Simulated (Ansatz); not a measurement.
# Antifluorite alloy of Mg2Si and Mg2Ge (6 of 32 Si sites exchanged), 96 atoms

Ansatz, PAW, plane waves. PBEsol relaxation of volume and atoms (shape held) at the single k point (¼, ¼, ¼) without its symmetry partners; single points on the relaxed atoms at the single k point (¼, ¼, ¼) without its symmetry partners, onto which points of the small cell's zone fold. Arrangement: clustered. No spin–orbit coupling unless named.

Relaxed structure:

```
CELL_PARAMETERS angstrom
12.66292 0.00000 0.00000
0.00000 12.66292 0.00000
0.00000 0.00000 12.66292
ATOMIC_POSITIONS crystal
Mg 0.37435 0.12524 0.12547
Mg 0.37523 0.12509 0.62546
Mg 0.37508 0.62512 0.12536
Mg 0.37525 0.62522 0.62515
Mg 0.87579 0.12565 0.12559
Mg 0.87519 0.12501 0.62517
Mg 0.87579 0.62472 0.12577
Mg 0.87507 0.62514 0.62509
Mg 0.12521 0.37528 0.12536
Mg 0.12528 0.37527 0.62536
Mg 0.12590 0.87449 0.12568
Mg 0.12528 0.87533 0.62511
Mg 0.62514 0.37611 0.12540
Mg 0.62527 0.37517 0.62530
Mg 0.62477 0.87466 0.12581
Mg 0.62519 0.87501 0.62524
Mg 0.12540 0.12548 0.37566
Mg 0.12573 0.12573 0.87497
Mg 0.12521 0.62520 0.37515
Mg 0.12533 0.62501 0.87544
Mg 0.62533 0.12502 0.37636
Mg 0.62534 0.12531 0.87429
Mg 0.62521 0.62527 0.37528
Mg 0.62469 0.62482 0.87487
Mg 0.12545 0.12528 0.12554
Mg 0.12512 0.12510 0.62515
Mg 0.12517 0.62488 0.12514
Mg 0.12503 0.62496 0.62504
Mg 0.62499 0.12517 0.12513
Mg 0.62523 0.12485 0.62518
Mg 0.62462 0.62474 0.12541
Mg 0.62487 0.62500 0.62533
Mg 0.37476 0.37573 0.37595
Mg 0.37511 0.37511 0.87562
Mg 0.37516 0.87499 0.37535
Mg 0.37487 0.87476 0.87497
Mg 0.87538 0.37525 0.37543
Mg 0.87564 0.37557 0.87488
Mg 0.87574 0.87464 0.37606
Mg 0.87530 0.87514 0.87461
Mg 0.37464 0.37538 0.12506
Mg 0.37538 0.37523 0.62551
Mg 0.37471 0.87443 0.12548
Mg 0.37496 0.87486 0.62519
Mg 0.87552 0.37561 0.12537
Mg 0.87511 0.37503 0.62516
Mg 0.87572 0.87439 0.12569
Mg 0.87500 0.87513 0.62487
Mg 0.37459 0.12457 0.37592
Mg 0.37468 0.12543 0.87496
Mg 0.37505 0.62519 0.37515
Mg 0.37525 0.62499 0.87519
Mg 0.87563 0.12525 0.37579
Mg 0.87522 0.12510 0.87404
Mg 0.87512 0.62493 0.37517
Mg 0.87543 0.62444 0.87477
Mg 0.12497 0.37506 0.37538
Mg 0.12521 0.37495 0.87532
Mg 0.12516 0.87506 0.37524
Mg 0.12567 0.87446 0.87473
Mg 0.62553 0.37543 0.37574
Mg 0.62451 0.37546 0.87469
Mg 0.62479 0.87443 0.37579
Mg 0.62490 0.87483 0.87433
Ge 0.00054 0.99995 0.00016
Ge 0.50000 0.00016 0.00001
Ge 0.75029 0.25024 0.00004
Ge 0.75022 0.74980 0.00015
Ge 0.75028 0.00002 0.25063
Ge 0.49991 0.25031 0.25069
Si 0.00031 0.00023 0.50027
Si 0.00041 0.50004 0.00017
Si 0.00015 0.50015 0.50024
Si 0.50007 0.99988 0.50057
Si 0.49997 0.50012 0.00023
Si 0.50029 0.50026 0.50029
Si 0.25016 0.25024 0.00040
Si 0.25027 0.25024 0.50070
Si 0.25027 0.74981 0.00030
Si 0.25015 0.74999 0.50026
Si 0.75032 0.25005 0.50054
Si 0.75023 0.74981 0.50033
Si 0.25003 0.99998 0.25061
Si 0.25015 0.00025 0.75015
Si 0.25007 0.50010 0.25038
Si 0.25024 0.50006 0.75030
Si 0.75020 0.00013 0.74997
Si 0.75012 0.50009 0.25052
Si 0.75009 0.50010 0.75009
Si 0.00020 0.25034 0.25039
Si 0.00009 0.25033 0.74985
Si 0.00038 0.74983 0.25052
Si 0.00022 0.74999 0.74984
Si 0.49998 0.25019 0.75001
Si 0.49993 0.74988 0.25043
Si 0.49999 0.74990 0.75004
```

(1) What are the mean bond lengths by pair (pairs within 1.2 times the sum of covalent radii, less contacts 15 % beyond the pair's median; cation–cation pairs of compounds aside; long ionic contacts are cut short by that bound)?

(2) What gap lies between the top filled and the lowest empty level in the single points?

Results:

(1) Ge–Mg 2.749 ± 0.002 Å (standard deviation, 48 bonds); Mg–Mg 3.166 ± 0.007 Å (standard deviation, 192 bonds); Mg–Si 2.740 ± 0.002 Å (standard deviation, 208 bonds).

(2) r²SCAN 0.93 eV (8.8 s on NVIDIA H100). Away from Γ this isn't the crystal's band gap.
